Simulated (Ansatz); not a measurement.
Input file for Ansatz (an electronic-structure program):

Ansatz 0.2 input:
```yaml
crystal:
  lattice:
    - [6.1944280063, 0.0, 0.0]
    - [-3.0972140032, 5.3645320154, 0.0]
    - [0.0, 0.0, 4.9677227235]
  atoms:
    - { symbol: Cs, position: [0.3333333333, 0.6666666667, 0.227999489] }
    - { symbol: Cs, position: [0.6666666667, 0.3333333333, 0.772000511] }
    - { symbol: Li, position: [0.0, 0.0, 0.0] }
    - { symbol: Al, position: [0.0, 0.0, 0.5] }
    - { symbol: F, position: [0.8654040995, 0.1345959005, 0.2789502303] }
    - { symbol: F, position: [0.1345959005, 0.8654040995, 0.7210497697] }
    - { symbol: F, position: [0.8654040995, 0.730808199, 0.2789502303] }
    - { symbol: F, position: [0.1345959005, 0.269191801, 0.7210497697] }
    - { symbol: F, position: [0.269191801, 0.1345959005, 0.2789502303] }
    - { symbol: F, position: [0.730808199, 0.8654040995, 0.7210497697] }
kpoints:
  mp_grid: { grid: [3, 3, 4] }
hamiltonian:
  xc: hse06
  pseudopotentials: { kind: paw }
scf:
  n_extra_bands: 10
  occupations: { method: fixed }
output:
  eigenvalues: true
  eigenstates:
    e_range: [-9.0, 20.2]
    kpoints:
      - [-0.041667, 0.0, 0.0]  # VBM
      - [0.0, 0.0, 0.0]  # CBM
      - [0.0, 0.0, 0.0]  # GAMMA
      - [0.0, 0.0, 0.5]  # A
      - [0.3333333333, 0.3333333333, 0.0]  # K
      - [0.3333333333, 0.3333333333, 0.5]  # H
      - [0.5, 0.0, 0.0]  # M
      - [0.5, 0.0, 0.5]  # L
```

Output (shortened):

```
Pseudopotentials: kind: paw
Pseudopotential: Cs, paw, valence charge 9
Pseudopotential: Li, paw, valence charge 3
Pseudopotential: Al, paw, valence charge 3
Pseudopotential: F, paw, valence charge 7
Functional definition: HSE06
davidson cushion auto → on  (no smearing: the cushion is to keep the highest requested band from converging to the state above it …
Crystal: 10 atoms, lattice volume = 165.078 Å³
Basis set: ecut = 420 eV, 3239 PW (Γ)
Bands: 43, of which v1, the nominal top of the filled ones, is band 33 counted from 1 (32 counted from 0)
Symmetry: 12 space group operations
Space group: P-3m1 (ITA 164), of the structure as read, at distance tolerance 5.5e-5 Å
k-points: 10 of 36
PAW frozen core: Cs, regenerated for the run's functional, and the local potential with it
PAW frozen core: Al, regenerated for the run's functional, and the local potential with it
PAW frozen core: F, regenerated for the run's functional, and the local potential with it
Initial wavefunctions: pseudopotential atomic-orbital guess
Eigensolver: davidson
Functional: x = pbe(κ = 0.804, μ = 0.2195149727645171), c = pbe(β = 0.06672455060314922), warm-up for x = pbe(κ = 0.804, μ = 0.2195149727645171) + 0.25 (exact …
SCF iter   1: F=—  HF=-16948.987239 eV  |F-HF|=—  |Δ(HF+E_count)|=         —  Δρ=7.25e-4  dr2=6.79e-4  ethr=1.77e-3  ⟨swp⟩=2.0  Hψ=3350  notcnv=0
preconditioner: auto → none
iter 2 solved again at ethr=7.97e-8 eV; its pass at ethr=1.03e-6 eV (dr2=5.26e-5 eV) is discarded
SCF iter   2: F=-16948.988760 eV  HF=-16948.988478 eV  |F-HF|=2.81e-4  |Δ(HF+E_count)|=   1.24e-3  Δρ=3.09e-4  dr2=5.24e-5  ethr=7.97e-8  ⟨swp⟩=4.6  Hψ=2966  notcnv=0  defer=4
SCF 1 stopped early in 2 iterations: F = -16948.988760 eV  dr2 = 5.24e-5
Crystal: 10 atoms, lattice volume = 165.078 Å³
Initial density: handed on by an earlier stage of this run
Initial wavefunctions: those handed on with the density
Functional: x = pbe(κ = 0.804, μ = 0.2195149727645171) + 0.25 (exact − pbe) at short range (hse, ω = 0.20786987370883472 Å⁻¹), c = pbe(β = 0.06672455060314922); HSE06 as pw.x's `hse` composes it (authors' and Libxc's form: `xc: wpbeh`)
Exchange kernel: α = 0.2500, screened, ω = 0.2079 Å⁻¹, Wigner–Seitz truncation, v(0) = 1043.1886 eV·Å³, q-mesh 3×3×4, nearest image of the exchange supercell L …
Frozen-core exchange: fock
SCF iter   1: F=—  HF=-16958.673791 eV  |F-HF|=—  |Δ(HF+E_count)|=         —  Δρ=6.54e-3  dr2=7.38e-2  ethr=7.94e-7  ⟨swp⟩=8.7  Hψ=2674  notcnv=0
preconditioner: auto → none
SCF iter   2: F=—  HF=-16958.651314 eV  |F-HF|=—  |Δ(HF+E_count)|=   2.25e-2  Δρ=4.24e-3  dr2=8.69e-3  ethr=7.94e-7  ⟨swp⟩=6.7  Hψ=2016  notcnv=0
SCF iter   3: F=—  HF=-16958.664381 eV  |F-HF|=—  |Δ(HF+E_count)|=   1.31e-2  Δρ=1.68e-3  dr2=3.08e-3  ethr=7.94e-7  ⟨swp⟩=4.5  Hψ=1669  notcnv=0
SCF iter   4: F=—  HF=-16958.663346 eV  |F-HF|=—  |Δ(HF+E_count)|=   1.03e-3  Δρ=5.29e-4  dr2=3.27e-4  ethr=7.94e-7  ⟨swp⟩=3.9  Hψ=1272  notcnv=0
SCF iter   5: F=—  HF=-16958.663273 eV  |F-HF|=—  |Δ(HF+E_count)|=   7.29e-5  Δρ=2.78e-5  dr2=3.31e-5  ethr=3.74e-7  ⟨swp⟩=3.0  Hψ=1021  notcnv=0
SCF iter   6: F=—  HF=-16958.663649 eV  |F-HF|=—  |Δ(HF+E_count)|=   3.75e-4  Δρ=2.90e-4  dr2=8.80e-5  ethr=9.36e-10  ⟨swp⟩=8.3  Hψ=2304  notcnv=0
SCF iter   7: F=-16958.663618 eV  HF=-16958.663618 eV  |F-HF|=6.74e-8  |Δ(HF+E_count)|=   3.08e-5  Δρ=8.67e-6  dr2=4.65e-7  ethr=9.36e-10  ⟨swp⟩=5.7  Hψ=1969  notcnv=0  defer=1
SCF 2 stopped early in 7 iterations: F = -16958.663618 eV  dr2 = 4.65e-7
hybrid outer 1: dexx = +1.770e-2 eV, tail = 2.40e-5 eV
Crystal: 10 atoms, lattice volume = 165.078 Å³
Exchange kernel: α = 0.2500, screened, ω = 0.2079 Å⁻¹, Wigner–Seitz truncation, v(0) = 1043.1886 eV·Å³, q-mesh 3×3×4, nearest image of the exchange supercell L …
Frozen-core exchange: fock
SCF iter   1: F=—  HF=-16958.664184 eV  |F-HF|=—  |Δ(HF+E_count)|=         —  Δρ=4.44e-5  dr2=1.83e-6  ethr=1.82e-7  ⟨swp⟩=3.4  Hψ=1079  notcnv=0
preconditioner: auto → none
SCF iter   2: F=—  HF=-16958.664183 eV  |F-HF|=—  |Δ(HF+E_count)|=   2.56e-7  Δρ=1.86e-5  dr2=2.94e-7  ethr=2.58e-9  ⟨swp⟩=4.8  Hψ=1383  notcnv=0
SCF iter   3: F=—  HF=-16958.664183 eV  |F-HF|=—  |Δ(HF+E_count)|=   3.70e-8  Δρ=1.68e-5  dr2=2.63e-7  ethr=3.90e-10  ⟨swp⟩=4.0  Hψ=1473  notcnv=0
SCF iter   4: F=—  HF=-16958.664183 eV  |F-HF|=—  |Δ(HF+E_count)|=   6.25e-8  Δρ=9.56e-6  dr2=1.13e-7  ethr=3.42e-10  ⟨swp⟩=2.0  Hψ=950  notcnv=0
iter 5 solved again at ethr=7.16e-12 eV; its pass at ethr=1.16e-10 eV (dr2=4.73e-9 eV) is discarded
SCF iter   5: F=-16958.664183 eV  HF=-16958.664183 eV  |F-HF|=4.73e-9  |Δ(HF+E_count)|=   2.27e-8  Δρ=2.72e-6  dr2=3.36e-8  ethr=7.16e-12  ⟨swp⟩=2.9  Hψ=2094  notcnv=0
SCF 3 converged in 5 iterations: F = -16958.664183 eV  dr2 = 3.36e-8
hybrid outer 2: dexx = +4.536e-7 eV, tail = 7.96e-8 eV, Δε = 8.78e-4 eV (about 5.13e-5 eV left of the loop's levels)
NSCF: frozen V_eff on 8 k-points
hybrid SCF converged: 2 outer / 12 inner (+2 warm-up), last move |dexx| = 4.54e-7 eV, tail = 7.96e-8 eV
Stability not checked (fock_operator)
Free energy (F): -16958.664184 eV
Frozen-core exchange: fock
Harris-Foulkes:  -16958.664184 eV  (|F-HF|=4.73e-9)
Internal energy: -16958.664184 eV  (E = F + TS)
E sigma→0 (E₀):  -16958.664184 eV
Fermi energy:    0.167060 eV
--- Per-component energies (eV) ---
  E_band       = -498.150655
  E_kinetic    = 1595.568525
  E_local      = -4850.003036  (includes V_loc(G=0)·N_el)
  E_nonlocal   = 468.018683
  E_hartree    = 1903.344824
  E_xc         = -709.878211
  E_vxc        = -732.781995  (∫ρ·V_xc dr)
  E_exx        = -209.160637  (= α·E_x^exact, valence–valence)
  E_paw        = -11803.838696  (= ΣΔE_a)
  E_vpaw       = -367.342131  (= ΣTr[D̂ρ^β])
  E_aug_tail   = 0.012503  (compensation charges beyond the density's cutoff)
  E_ewald      = -3352.186502
  E_core_change = -0.541637  (= ΣΔE_core)
  E_smearing   =  0.000000  (= −TS)
  E_closure    =  0.000000  (closes the sum)
  Σ components = -16958.664184   (vs F -16958.664184, Δ=0.00e0)
  [band-id]    e_kinetic+e_local+e_nonlocal+2·e_hartree+e_vxc+2·e_exx+e_vpaw+e_augmentation_tail = -498.159077   (vs E_band -498.150655, Δ=-8.42e-3)
--- Band table (eV; the first three rows and the last of 10) ---
  k-point 0: bands = ["-43.0512", "-21.9634", "-21.3229", "-21.1844", "-21.1844", "-20.9148", "-20.9148", "-17.6207", "-17.5439", "-4.3059", "-4.2644", "-4.2644", "-3.6182", "-3.6182", "-3.5300", "-3.2595", "-2.8766", "-2.2842", "-2.2842", "-1.9056", "-1.0332", "-1.0332", "-1.0015", "-1.0015", "-0.9256", "-0.9256", "-0.4450", "-0.2970", "-0.0532", "-0.0532", "0.0315", "0.0315", "0.1671", "9.5515", "10.6998", "11.8080", "11.8080", "12.2956", "12.2956", "12.3049", "12.3049", "12.9491", "14.5848"]
  k-point 1: bands = ["-43.0511", "-21.9374", "-21.3514", "-21.1620", "-21.1620", "-20.9374", "-20.9374", "-17.6129", "-17.5505", "-4.2533", "-4.2533", "-4.1696", "-3.9506", "-3.7898", "-3.7898", "-3.2397", "-2.5601", "-2.0874", "-2.0874", "-1.7819", "-1.1900", "-1.1900", "-1.0104", "-1.0104", "-0.7004", "-0.7004", "-0.6422", "-0.3952", "-0.1140", "-0.1140", "0.0516", "0.0516", "0.1119", "10.3369", "11.1167", "11.1167", "11.3211", "11.7438", "11.7438", "13.4253", "13.6611", "13.6611", "14.7923"]
  k-point 2: bands = ["-43.0510", "-21.9086", "-21.3828", "-21.1339", "-21.1339", "-20.9657", "-20.9657", "-17.6033", "-17.5589", "-4.2592", "-4.1400", "-4.1400", "-4.0537", "-4.0537", "-3.9413", "-3.2864", "-2.3240", "-1.8681", "-1.8681", "-1.6726", "-1.2116", "-1.2116", "-1.0981", "-1.0981", "-1.0195", "-0.5537", "-0.5537", "-0.3313", "-0.1453", "-0.1453", "0.0283", "0.0283", "0.0427", "11.0579", "11.0579", "11.1663", "11.1663", "11.7878", "11.7960", "14.1726", "14.6193", "14.7697", "14.7697"]
  k-point 9: bands = ["-43.0510", "-21.8861", "-21.3609", "-21.1455", "-21.1455", "-20.9741", "-20.9741", "-17.6005", "-17.6005", "-3.9822", "-3.9822", "-3.7894", "-3.7028", "-3.5239", "-3.5239", "-3.4746", "-2.6285", "-2.3734", "-2.3734", "-1.7746", "-1.7360", "-1.7360", "-1.0100", "-1.0100", "-0.8776", "-0.5460", "-0.5460", "-0.3470", "-0.3072", "-0.3072", "-0.0595", "-0.0595", "0.0482", "11.5882", "11.5882", "11.8284", "11.9684", "12.7947", "12.7947", "12.9889", "13.4144", "14.2599", "14.2599"]
  band table: 43 of 43 bands, residual norms ≤ 1.0e-3 eV
```

Cost: roughly 4 core-minutes on shared cores.

The points marked VBM and CBM come from a semilocal run.

The first step of the workflow began from a Materials Project structure, measured or hypothetical; the Crystallography Open Database copy checked does not list it. Its standing as an ambient phase is unchecked. The r²SCAN relaxation kept the symmetry of its start; its stability against distortions is not shown here. Spin–orbit coupling is left out wherever it is not named.

Potentials: the later of the program's two PAW sets.

Ansatz is a plane-wave DFT program.
